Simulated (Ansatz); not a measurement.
BN:
```yaml
crystal:
  lattice:
    - [2.50644, 0.00000, 0.00000]
    - [-1.25322, 2.17064, 0.00000]
    - [0.00000, 0.00000, 6.61708]
  atoms:
    - { symbol: B, position: [0.33333, 0.66667, 0.25000] }
    - { symbol: B, position: [0.66667, 0.33333, 0.75000] }
    - { symbol: N, position: [0.33333, 0.66667, 0.75000] }
    - { symbol: N, position: [0.66667, 0.33333, 0.25000] }
```

Tensor components refer to the Cartesian frame of this cell.

Task: Give the high-frequency dielectric tensor and the Born effective charge tensors of the independent atoms from DFPT, the program Ansatz at the PBE+D3(BJ) level (PAW).

Result: 
ε∞:
```
4.76  0.00  0.00
0.00  4.76  0.00
0.00  0.00  2.71
```
Z* of atom 1 (B), rows: field, columns: displacement, in e:
```
2.72  0.00  0.00
0.00  2.72  0.00
0.00  0.00  0.75
```
Z* of atom 3 (N), rows: field, columns: displacement, in e:
```
-2.72   0.00   0.00
 0.00  -2.72   0.00
 0.00   0.00  -0.75
```

Static charges for comparison (Bader): B1 +2.22, N3 -2.22 e. Born charges measure polarisation by displacement and can exceed these by far.

Space group P6_3/mmc. The cell was relaxed with PBE+D3(BJ) under the symmetry of its start.

Potentials: the later of the program's two PAW sets.
